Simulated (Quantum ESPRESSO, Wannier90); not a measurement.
# SnO$_{2}$ (Pnnm): Wannier90 run

Materials Project entry mp-550172; symmetrised, unrelaxed at this level. Not found in the COD (Crystallography Open Database) copy used, which has the formula in other groups; not checked further. Computed values, not measurements, from PBEsol: Quantum ESPRESSO (norm-conserving PseudoDojo potentials, cutoff 68 Ry, spinors with spin-orbit coupling) on a Γ-centred 4×4×6 mesh, then Wannier90. Density: 6×6×10 mesh, Gaussian smearing 0.01 Ry.

On the energy scale of pw.x, whose zero is arbitrary, the valence-band maximum lies at 8.75 eV.

Input w.win:

```
num_bands = 32
num_wann = 32
exclude_bands = 1-20,53-94
spinors = true
num_iter = 1000
conv_tol = 1.0e-6
conv_window = 4
write_hr = true
write_u_matrices = true
auto_projections = true
begin unit_cell_cart
ang
    4.7880000000    0.0000000000    0.0000000000
    0.0000000000    4.8665800000    0.0000000000
    0.0000000000    0.0000000000    3.2409000000
end unit_cell_cart
begin atoms_frac
Sn   0.5000000000  0.5000000000  0.5000000000
Sn   0.0000000000  0.0000000000  0.0000000000
O    0.2918500000  0.3210400000  0.0000000000
O   -0.2918500000 -0.3210400000  0.0000000000
O   -0.2081500000  0.1789600000  0.5000000000
O    0.2081500000 -0.1789600000  0.5000000000
end atoms_frac
mp_grid = 4 4 6
begin kpoints
0.0000000000 0.0000000000 0.0000000000
0.0000000000 0.0000000000 0.1666666667
0.0000000000 0.0000000000 0.3333333333
... (93 more lines: the 4x4x6 mesh through Gamma)
end kpoints
```

Input of pw2wannier90.x that gives the overlap and projection files (equivalent; here they were cut from one run over all bands):

```
&inputpp
  outdir = './out'
  prefix = 'pwscf'
  seedname = 'w'
  write_amn = .true.
  write_mmn = .true.
  atom_proj = .true.
  atom_proj_exclude = 1 2 3 4 5 6 7 8 9 10 11 12 13 14 15 16 17 18 19 20 21 22 23 24 25 26 27 28 29 30 31 32 33 34 35 36
/
```

Output w.wout (banner and timings cut):

```
                                    ------
                                    SYSTEM
                                    ------

                              Lattice Vectors (Ang)
                    a_1     4.788000   0.000000   0.000000
                    a_2     0.000000   4.866580   0.000000
                    a_3     0.000000   0.000000   3.240900

                   Unit Cell Volume:      75.51681  (Ang^3)

                        Reciprocal-Space Vectors (Ang^-1)
                    b_1     1.312278   0.000000   0.000000
                    b_2     0.000000   1.291088   0.000000
                    b_3     0.000000   0.000000   1.938716

 *----------------------------------------------------------------------------*
 |   Site       Fractional Coordinate          Cartesian Coordinate (Ang)     |
 +----------------------------------------------------------------------------+
 | sn   1   0.50000   0.50000   0.50000   |    2.39400   2.43329   1.62045    |
 | sn   2   0.00000   0.00000   0.00000   |    0.00000   0.00000   0.00000    |
 | o    1   0.29185   0.32104   0.00000   |    1.39738   1.56237   0.00000    |
 | o    2  -0.29185  -0.32104   0.00000   |   -1.39738  -1.56237   0.00000    |
 | o    3  -0.20815   0.17896   0.50000   |   -0.99662   0.87092   1.62045    |
 | o    4   0.20815  -0.17896   0.50000   |    0.99662  -0.87092   1.62045    |
 *----------------------------------------------------------------------------*
                                ------------
                                K-POINT GRID
                                ------------

             Grid size =  4 x  4 x  6      Total points =   96

 *---------------------------------- MAIN ------------------------------------*
 |  Number of Wannier Functions               :                32             |
 |  Number of Objective Wannier Functions     :                32             |
 |  Number of input Bloch states              :                32             |
 |  Output verbosity (1=low, 5=high)          :                 1             |
 |  Timing Level (1=low, 5=high)              :                 1             |
 |  Optimisation (0=memory, 3=speed)          :                 3             |
 |  Length Unit                               :               Ang             |
 |  Post-processing setup (write *.nnkp)      :                 F             |
 |  Using Gamma-only branch of algorithms     :                 F             |
 *----------------------------------------------------------------------------*
 *------------------------------- WANNIERISE ---------------------------------*
 |  Total number of iterations                :              1000             |
 |  Number of CG steps before reset           :                 5             |
 |  Trial step length for line search         :             2.000             |
 |  Convergence tolerence                     :         0.100E-05             |
 |  Convergence window                        :                 4             |
 |  Iterations between writing output         :                 1             |
 |  Iterations between backing up to disk     :               100             |
 |  Write r^2_nm to file                      :                 F             |
 |  Write xyz WF centres to file              :                 F             |
 |  Write on-site energies <0n|H|0n> to file  :                 F             |
 |  Use guiding centre to control phases      :                 F             |
 |  Use phases for initial projections        :                 F             |
 *----------------------------------------------------------------------------*
 *-------------------------------- PLOTTING ----------------------------------*
 |  Plotting Hamiltonian in WF basis          :                 T             |
 *----------------------------------------------------------------------------*

       ... (k-mesh section left out)

 Starting a new Wannier90 calculation ...

 Reading overlaps from w.mmn

 Reading projections from w.amn

 *------------------------------- WANNIERISE ---------------------------------*
 +--------------------------------------------------------------------+<-- CONV
 | Iter  Delta Spread     RMS Gradient      Spread (Ang^2)            |<-- CONV
 +--------------------------------------------------------------------+<-- CONV

 ------------------------------------------------------------------------------
 Initial State
  WF centre and spread    1  (  1.430499,  1.580103,  0.000000 )     1.17253863
  WF centre and spread    2  (  1.430499,  1.580103,  0.000000 )     1.17253863
  WF centre and spread    3  (  1.391060,  1.534511, -0.000000 )     1.11694078
  WF centre and spread    4  (  1.463614,  1.608734,  0.000000 )     1.19415351
  WF centre and spread    5  (  1.463614,  1.608734,  0.000000 )     1.19415351
  WF centre and spread    6  (  1.391060,  1.534511, -0.000000 )     1.11694078
  WF centre and spread    7  (  1.426506,  1.571382, -0.000000 )     1.14662294
  WF centre and spread    8  (  1.426506,  1.571382, -0.000000 )     1.14662294
  WF centre and spread    9  ( -1.430499, -1.580103, -0.000000 )     1.17253863
  WF centre and spread   10  ( -1.430499, -1.580103,  0.000000 )     1.17253863
  WF centre and spread   11  ( -1.391060, -1.534511,  0.000000 )     1.11694078
  WF centre and spread   12  ( -1.463614, -1.608734, -0.000000 )     1.19415351
  WF centre and spread   13  ( -1.463614, -1.608734, -0.000000 )     1.19415351
  WF centre and spread   14  ( -1.391060, -1.534511,  0.000000 )     1.11694078
  WF centre and spread   15  ( -1.426506, -1.571382, -0.000000 )     1.14662294
  WF centre and spread   16  ( -1.426506, -1.571382, -0.000000 )     1.14662294
  WF centre and spread   17  ( -0.963501,  0.853187,  1.620450 )     1.17253864
  WF centre and spread   18  ( -0.963501,  0.853187,  1.620450 )     1.17253864
  WF centre and spread   19  ( -1.002940,  0.898779,  1.620450 )     1.11694078
  WF centre and spread   20  ( -0.930386,  0.824556,  1.620450 )     1.19415351
  WF centre and spread   21  ( -0.930386,  0.824556,  1.620450 )     1.19415351
  WF centre and spread   22  ( -1.002940,  0.898779,  1.620450 )     1.11694078
  WF centre and spread   23  ( -0.967494,  0.861908,  1.620450 )     1.14662294
  WF centre and spread   24  ( -0.967494,  0.861908,  1.620450 )     1.14662294
  WF centre and spread   25  (  0.963501, -0.853187,  1.620450 )     1.17253864
  WF centre and spread   26  (  0.963501, -0.853187,  1.620450 )     1.17253864
  WF centre and spread   27  (  1.002940, -0.898779,  1.620450 )     1.11694078
  WF centre and spread   28  (  0.930386, -0.824556,  1.620450 )     1.19415351
  WF centre and spread   29  (  0.930386, -0.824556,  1.620450 )     1.19415351
  WF centre and spread   30  (  1.002940, -0.898779,  1.620450 )     1.11694078
  WF centre and spread   31  (  0.967494, -0.861908,  1.620450 )     1.14662294
  WF centre and spread   32  (  0.967494, -0.861908,  1.620450 )     1.14662294
  Sum of centres and spreads (  0.000000,  0.000000, 25.927200 )    37.04204695

      0     0.370E+02     0.0000000000       37.0420469294  <-- CONV
        O_D=      0.0169688 O_OD=      9.7102752 O_TOT=     37.0420469 <-- SPRD
 ------------------------------------------------------------------------------
      1    -0.297E+00     0.3962387542       36.7447793063  <-- CONV
        O_D=      0.0184917 O_OD=      9.4114847 O_TOT=     36.7447793 <-- SPRD
      2    -0.954E-01     0.3957588356       36.6494237028  <-- CONV
        O_D=      0.0159946 O_OD=      9.3186262 O_TOT=     36.6494237 <-- SPRD
      3    -0.275E-01     0.2299923946       36.6219104198  <-- CONV
        O_D=      0.0152334 O_OD=      9.2918742 O_TOT=     36.6219104 <-- SPRD
      4    -0.786E-02     0.1246069778       36.6140523049  <-- CONV
        O_D=      0.0150695 O_OD=      9.2841799 O_TOT=     36.6140523 <-- SPRD
      5    -0.224E-02     0.0646867988       36.6118162517  <-- CONV
        O_D=      0.0150498 O_OD=      9.2819636 O_TOT=     36.6118163 <-- SPRD
       ... (lines left out)
    100    -0.449E-02     0.0749928995       33.3954904031  <-- CONV
        O_D=      0.0099592 O_OD=      6.0707283 O_TOT=     33.3954904 <-- SPRD
       ... (lines left out)
    200    -0.287E-02     0.0530320937       33.0275729181  <-- CONV
        O_D=      0.0109353 O_OD=      5.7018347 O_TOT=     33.0275729 <-- SPRD
       ... (lines left out)
    300    -0.129E-02     0.0474180916       32.7441332325  <-- CONV
        O_D=      0.0128191 O_OD=      5.4165113 O_TOT=     32.7441332 <-- SPRD
       ... (lines left out)
    400    -0.145E-03     0.0128805345       32.6936355164  <-- CONV
        O_D=      0.0134019 O_OD=      5.3654307 O_TOT=     32.6936355 <-- SPRD
       ... (lines left out)
    500    -0.764E-02     0.0889036988       31.6444336826  <-- CONV
        O_D=      0.0125923 O_OD=      4.3170385 O_TOT=     31.6444337 <-- SPRD
       ... (lines left out)
    600    -0.122E-02     0.0453991936       31.0982684435  <-- CONV
        O_D=      0.0112058 O_OD=      3.7722598 O_TOT=     31.0982684 <-- SPRD
       ... (lines left out)
    700    -0.837E-04     0.0105393379       31.0545843305  <-- CONV
        O_D=      0.0115826 O_OD=      3.7281988 O_TOT=     31.0545843 <-- SPRD
       ... (lines left out)
    800    -0.102E-04     0.0031724046       31.0496204172  <-- CONV
        O_D=      0.0116820 O_OD=      3.7231356 O_TOT=     31.0496204 <-- SPRD
       ... (lines left out)
    892    -0.737E-06     0.0009781290       31.0491999240  <-- CONV
        O_D=      0.0117031 O_OD=      3.7226939 O_TOT=     31.0491999 <-- SPRD
    893    -0.889E-06     0.0008712169       31.0491990346  <-- CONV
        O_D=      0.0117035 O_OD=      3.7226927 O_TOT=     31.0491990 <-- SPRD
    894    -0.870E-06     0.0016810837       31.0491981645  <-- CONV
        O_D=      0.0117033 O_OD=      3.7226920 O_TOT=     31.0491982 <-- SPRD
             <<<     Delta < 1.000E-06  over  4 iterations     >>>
             <<< Wannierisation convergence criteria satisfied >>>
 Final State
  WF centre and spread    1  (  1.649035,  1.704601, -0.401019 )     1.00984448
  WF centre and spread    2  (  1.649320,  1.704197,  0.400872 )     1.00984952
  WF centre and spread    3  (  1.140785,  1.178178,  0.000129 )     0.97461337
  WF centre and spread    4  (  1.647949,  1.705867,  0.401567 )     1.00982945
  WF centre and spread    5  (  1.647806,  1.705970, -0.401640 )     1.00982344
  WF centre and spread    6  (  1.140549,  1.178288, -0.000180 )     0.97463357
  WF centre and spread    7  (  1.274826,  1.704646,  0.000924 )     0.88684599
  WF centre and spread    8  (  1.274730,  1.704451, -0.000660 )     0.88685746
  WF centre and spread    9  ( -1.649477, -1.703970,  0.400791 )     1.00985140
  WF centre and spread   10  ( -1.648924, -1.704757,  0.401075 )     1.00984622
  WF centre and spread   11  ( -1.140414, -1.178350, -0.000211 )     0.97464272
  WF centre and spread   12  ( -1.647731, -1.706018, -0.401677 )     1.00982301
  WF centre and spread   13  ( -1.648001, -1.705836, -0.401541 )     1.00982969
  WF centre and spread   14  ( -1.140892, -1.178131, -0.000110 )     0.97460795
  WF centre and spread   15  ( -1.274683, -1.704371,  0.000562 )     0.88686128
  WF centre and spread   16  ( -1.274878, -1.704764,  0.001068 )     0.88683908
  WF centre and spread   17  ( -0.745075,  0.728533,  1.219376 )     1.00984835
  WF centre and spread   18  ( -0.745139,  0.728445,  1.219343 )     1.00984561
  WF centre and spread   19  ( -1.253107,  1.255161,  1.620559 )     0.97460448
  WF centre and spread   20  ( -0.746001,  0.727451,  2.021992 )     1.00982785
  WF centre and spread   21  ( -0.745966,  0.727478,  2.021974 )     1.00983151
  WF centre and spread   22  ( -1.253055,  1.255184,  1.620550 )     0.97460600
  WF centre and spread   23  ( -1.119341,  0.728959,  1.619946 )     0.88686375
  WF centre and spread   24  ( -1.119318,  0.728921,  1.619887 )     0.88686150
  WF centre and spread   25  (  0.744115, -0.729898,  1.219874 )     1.00985500
  WF centre and spread   26  (  0.745155, -0.728422,  1.219336 )     1.00984629
  WF centre and spread   27  (  1.253911, -1.254787,  1.620729 )     0.97466950
  WF centre and spread   28  (  0.746469, -0.727137,  2.022225 )     1.00982072
  WF centre and spread   29  (  0.745958, -0.727483,  2.021970 )     1.00983052
  WF centre and spread   30  (  1.253039, -1.255191,  1.620547 )     0.97460512
  WF centre and spread   31  (  1.119349, -0.728970,  1.619961 )     0.88686357
  WF centre and spread   32  (  1.119005, -0.728230,  1.619009 )     0.88681977
  Sum of centres and spreads ( -0.000001,  0.000014, 25.927226 )    31.04919818

         Spreads (Ang^2)       Omega I      =    27.314802879
        ================       Omega D      =     0.011703316
                               Omega OD     =     3.722691970
    Final Spread (Ang^2)       Omega Total  =    31.049198165
```
